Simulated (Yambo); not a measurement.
MgCrO₄ (space group Cmcm, No. 63); a = b = 4.986 Å, c = 6.337 Å, α = β = 90.00°, γ = 113.25°. With the G0W0 scissor the direct gap on the mesh is 4.97 eV. Axes are Cartesian, with cell vectors (Å) (2.74, -4.16, 0.00), (2.74, 4.16, 0.00), (0.00, 0.00, 6.34).

Task: Does this run resolve the lowest exciton, and if so, what are its energy and binding? (Yambo, PBEsol bands; 4×4×4 mesh, 21 valence and 10 conduction bands, static screening with 101 bands and a 3 Ry block, scissor 2.48 eV, Tamm-Dancoff.)

Result: The two meshes tried agree. These are vertical excitations (zero momentum). The lowest state lies at 3.08 eV (dark for light along x), the direct quasiparticle gap on this mesh at 4.97 eV. Its binding energy, counted from that gap, is 1.89 eV; it spreads over about 63 k points of the mesh. On a 2×2×2 mesh the same difference is 1.88 eV. The first optically allowed state is at 3.13 eV. The scissor comes from a G0W0 run whose convergence isn't established. The 3d shell has no Hubbard U; the runs are without spin polarisation, and magnetic order was not tried.

Geometry of the Materials Project entry, not relaxed at this level.
